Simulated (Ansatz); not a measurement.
A geometry of Co away from equilibrium: step 19 of the relaxation of a generated cell, Co built in the AFLOW prototype A_oC8_64_f (A11, as in Ga). These are r2SCAN (plane waves to 500 eV, PAW, scalar-relativistic; Ansatz, a quantum-chemistry and plane-wave program) values and carry that method's errors. Γ-centred k-mesh 10×10×9 on the run's cell (coarser than for final values), Fermi–Dirac smearing 0.05 eV.

```xyz
4
Lattice="1.9840 -4.1441 0.0000 1.9840 4.1441 0.0000 0.0000 0.0000 2.7200" Properties=species:S:1:pos:R:3 pbc="T T T"
Co     1.9840     1.1237     1.3600
Co     1.9840    -1.1237     1.3600
Co     1.9840    -3.0204     2.7200
Co     1.9840     3.0204     0.0000
```
Spin-polarised start, with parallel moments on Co.

### Question
Which atoms carry the largest force, and which way does it point?

### Answer
0.05 eV/Å, on Co1, Co2, Co3, Co4 (atoms numbered as listed); on Co1 its components are (0.00, -0.05, 0.00).

### Question
What is the pressure?

### Answer
+6.7 GPa, compression positive.

### Question
How far above the relaxed end point is this geometry?

### Answer
0.03 eV/atom; the path ends in Fmmm (No. 69).

Spin state reached: ferromagnetic (net 1.87 μB/atom), from parallel starting moments; other spin orders were not run from this start. r2SCAN tends to overstate moments in metals.

The run could not lose the symmetry of its start: the end is stationary, and may be a saddle point rather than a minimum.

The end of the path is a generated cell of Co: the first start was made by placing the elements on the sites of a structure type, and the end was not matched to a known phase here, so it may be hypothetical. Known forms of Co include space group No. 194.
